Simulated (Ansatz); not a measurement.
Given:

RuC:
```yaml
crystal:
  lattice:
    - [2.89466, 0.00000, 0.00000]
    - [-1.44733, 2.50685, 0.00000]
    - [0.00000, 0.00000, 2.65555]
  atoms:
    - { symbol: Ru, position: [0.00000, 0.00000, 0.00000] }
    - { symbol: C, position: [0.66667, 0.33333, 0.50000] }
```

This is the PBEsol-relaxed structure.

Question: All from PBEsol in the plane-wave PAW code Ansatz, unless another level is named. Predict the electronic character.

Answer: metallic (no gap).

Question: And the density of states at the Fermi level?

Answer: 0.59 states/eV per atom (mean over ±0.08 eV).

Question: And the formation energy from the elements (no fitted shifts)?

Answer: 0.55 eV/atom.

Question: Predict the gap with spin–orbit coupling.

Answer: none (metallic).

Space group P-6m2. A made-up cell: these elements were put on the sites of a structure type; neither database checked (COD, Materials Project) lists it. Whether it is the stable phase at ambient conditions was not checked. The PBEsol relaxation kept the symmetry of its start; its stability against distortions is not shown here. The run is not spin-polarised. The references are the lowest solids computed at this level, not always the standard phases. Spin–orbit coupling is left out wherever it is not named.

Potentials: the earlier of the program's two PAW sets. The files were generated under PBE; for other functionals the program regenerates the frozen cores, and for LDA and PBEsol the local potential too.
